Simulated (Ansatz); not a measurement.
Input and command of a calculation in Ansatz (plane waves; scalar-relativistic PAW potentials unless the input names others):

```yaml
crystal:
  lattice:
    - [4.8425531082, 0.0, 0.0]
    - [0.0, 4.8425531082, 0.0]
    - [0.0, 0.0, 4.8425531082]
  atoms:
    - { symbol: In, position: [0.0, 0.5, 0.5] }
    - { symbol: In, position: [0.5, 0.0, 0.5] }
    - { symbol: In, position: [0.5, 0.5, 0.0] }
    - { symbol: Cl, position: [0.0, 0.0, 0.0] }
basis:
  ecutwfc: 420
kpoints:
  mp_grid: { grid: [10, 10, 10] }
hamiltonian:
  xc: pbe
scf:
  occupations: { method: gaussian, width: 0.1 }
  lower_state_search: light
output:
  forces: true
  eigenvalues: true
  stress: true
magnetization:
  spin_polarized: true
```

```bash
ansatz run input.yaml --threads 1 --pin off --max-ram 2560MiB --backend cpu --events-out ev --progress --plain --runs-dir out
```

Abridged log:
```
Pseudopotentials: kind: paw
Pseudopotential: In, paw, valence charge 13, recommended cutoff 420 eV (normal)
Pseudopotential: Cl, paw, valence charge 7, recommended cutoff 420 eV (normal)
Functional definition: PBE
Crystal: 4 atoms, lattice volume = 113.559 Å³
Basis set: ecut = 420 eV, 2205 PW (Γ), exchange–correlation on 72×72×72 points (8 copies of the dense FFT grid, shifted against one another)
Bands: 28, of which v1, the nominal top of the filled ones, is band 23 counted from 1 (22 counted from 0)
Symmetry: 48 space group operations
Space group: Pm-3m (ITA 221), of the structure as read, at distance tolerance 4.8e-5 Å
k-points: 56 of 1000
Initial density: superposition of atomic densities (chi_scale 0.1, normalization cell, long waves kept (reshape's long-wave potential 0.04 eV rms))
Initial wavefunctions: pseudopotential atomic-orbital guess
Functional: x = pbe(κ = 0.804, μ = 0.21951497), c = pbe(β = 0.06672455)
SCF iter   1: F=—  HF=-17875.569577 eV  |F-HF|=—  |Δ(HF+E_count)|=         —  Δρ=2.51e-2 (↑2.51e-2 ↓2.51e-2) dr2=7.79e0  dr2_m=0.00e0  M=0.000 μB ∫|m|=0.000 μB  β_m=0.30  ethr=3.10e-3  ⟨swp⟩=6.6  Hψ=6813  notcnv=0
spin=Collinear: Kerker preconditioning applied to the charge; magnetization (m = ρ↑ − ρ↓) channel mixes plain (no charge-response kernel on spin).
SCF iter   2: F=—  HF=-17874.550980 eV  |F-HF|=—  |Δ(HF+E_count)|=    1.02e0  Δρ=1.32e-2 (↑1.32e-2 ↓1.32e-2) dr2=2.64e0  dr2_m=0.00e0  M=0.000 μB ∫|m|=0.000 μB  β_m=0.47  ethr=3.10e-3  ⟨swp⟩=2.0  Hψ=2449  notcnv=0  defer=11
SCF iter   3: F=—  HF=-17872.899433 eV  |F-HF|=—  |Δ(HF+E_count)|=    1.65e0  Δρ=1.13e-2 (↑1.13e-2 ↓9.33e-3) dr2=2.54e-1  dr2_m=9.85e-2  M=1.946 μB ∫|m|=1.946 μB  ethr=3.10e-3  ⟨swp⟩=2.0  Hψ=2046  notcnv=0  defer=13
Mixer restart at iter 3: flushing history
SCF iter   4: F=—  HF=-17873.842579 eV  |F-HF|=—  |Δ(HF+E_count)|=         —  Δρ=8.59e-3 (↑7.00e-3 ↓8.59e-3) dr2=3.68e-1  dr2_m=4.60e-2  M=0.626 μB ∫|m|=0.642 μB  β_m=0.47  ethr=5.52e-4  ⟨swp⟩=4.5  Hψ=7623  notcnv=0  defer=76
SCF iter   5: F=—  HF=-17873.868774 eV  |F-HF|=—  |Δ(HF+E_count)|=   2.62e-2  Δρ=5.84e-3 (↑4.34e-3 ↓5.84e-3) dr2=2.16e-1  dr2_m=1.68e-2  M=0.520 μB ∫|m|=0.528 μB  β_m=0.72  ethr=5.52e-4  ⟨swp⟩=1.4  Hψ=3638  notcnv=0  defer=36
SCF iter   6: F=—  HF=-17873.866158 eV  |F-HF|=—  |Δ(HF+E_count)|=   2.62e-3  Δρ=1.20e-3 (↑8.35e-4 ↓1.20e-3) dr2=1.06e-2  dr2_m=3.91e-4  M=0.123 μB ∫|m|=0.125 μB  β_m=0.83  ethr=4.69e-4  ⟨swp⟩=2.0  Hψ=4400  notcnv=0  defer=37
Mixer restart at iter 6: flushing history
SCF iter   7: F=—  HF=-17873.867900 eV  |F-HF|=—  |Δ(HF+E_count)|=         —  Δρ=2.85e-4 (↑2.85e-4 ↓2.85e-4) dr2=3.62e-4  dr2_m=0.00e0  M=0.000 μB ∫|m|=0.000 μB  β_m=0.83  ethr=2.31e-5  ⟨swp⟩=6.9  Hψ=4994  notcnv=0  defer=2
SCF iter   8: F=—  HF=-17873.868122 eV  |F-HF|=—  |Δ(HF+E_count)|=   2.22e-4  Δρ=1.31e-4 (↑1.31e-4 ↓1.31e-4) dr2=1.12e-4  dr2_m=0.00e0  M=0.000 μB ∫|m|=0.000 μB  β_m=0.92  ethr=7.87e-7  ⟨swp⟩=2.3  Hψ=3319  notcnv=0  defer=4
SCF iter   9: F=—  HF=-17873.868192 eV  |F-HF|=—  |Δ(HF+E_count)|=   7.01e-5  Δρ=4.84e-5 (↑4.84e-5 ↓4.84e-5) dr2=2.04e-5  dr2_m=0.00e0  M=0.000 μB ∫|m|=0.000 μB  β_m=0.92  ethr=2.44e-7  ⟨swp⟩=2.0  Hψ=1945  notcnv=0  defer=4
SCF iter  10: F=—  HF=-17873.868198 eV  |F-HF|=—  |Δ(HF+E_count)|=   5.22e-6  Δρ=1.40e-5 (↑1.40e-5 ↓1.40e-5) dr2=2.82e-6  dr2_m=0.00e0  M=0.000 μB ∫|m|=0.000 μB  β_m=0.96  ethr=4.43e-8  ⟨swp⟩=2.6  Hψ=2855  notcnv=0  defer=4
SCF iter  11: F=-17873.868197 eV  HF=-17873.868197 eV  |F-HF|=1.12e-8  |Δ(HF+E_count)|=   8.52e-7  Δρ=1.97e-6 (↑1.97e-6 ↓1.97e-6) dr2=1.44e-8  dr2_m=0.00e0  M=0.000 μB ∫|m|=0.000 μB  ethr=2.17e-10  ⟨swp⟩=5.3  Hψ=7000  notcnv=0
SCF 1 converged in 11 iterations: F = -17873.868197 eV  dr2 = 1.44e-8
SCF converged after 11 iterations
Magnetization: 0.0000 μB (23.0000 up, 23.0000 down)
Absolute magnetization: 0.0000 μB (∫|ρ↑−ρ↓|)
Spin contamination: 0.0000 ħ² per cell (⟨S²⟩ above its minimum at these occupations)
Per-site moments (μB) at R_I (Å): [(0.0, 1.41248338), (0.0, 1.41248338), (0.0, 1.41248338), (0.0, 1.41248338)]
Free energy (F): -17873.868197 eV
Harris-Foulkes:  -17873.868197 eV  (|F-HF|=1.12e-8)
Internal energy: -17873.853347 eV  (E = F + TS)
E sigma→0 (E₀):  -17873.860772 eV
Entropy (-TS):   -0.014850 eV (-3.713 meV/atom)
Fermi energy:    7.925895 eV
--- Forces (eV/Å), atoms counted from 1 ---
  atom   1  In     0.00000000     0.00000000     0.00000000
  atom   2  In     0.00000000     0.00000000     0.00000000
  atom   3  In     0.00000000     0.00000000     0.00000000
  atom   4  Cl     0.00000000     0.00000000     0.00000000
--- Stress (GPa, compression-positive) ---
       -0.020355       0.000000       0.000000
        0.000000      -0.020355       0.000000
        0.000000       0.000000      -0.020355
  P = ⅓ Tr σ = -0.0204 GPa (-0.204 kbar)
```

Apart from outputs, empty bands and the relaxation, which only the reference makes, the input differs from a reference run on usual settings in scf.lower_state_search: not typed → "light"; magnetization: not typed → {"spin_polarized": true}. The reference, at the same geometry, ended its own course with pressure -0.02 GPa, largest force 0.000 eV/Å, no gap on the mesh. This run converged in 11 SCF iterations with an energy at zero smearing within 0.01 meV/atom of the reference's, pressure -0.02 GPa, largest force 0.000 eV/Å, no gap on the mesh.

It took 8.1 s on 1 thread of Intel(R) Xeon(R) 6975P-C (Granite Rapids), on a shared host, peak memory 0.55 GiB.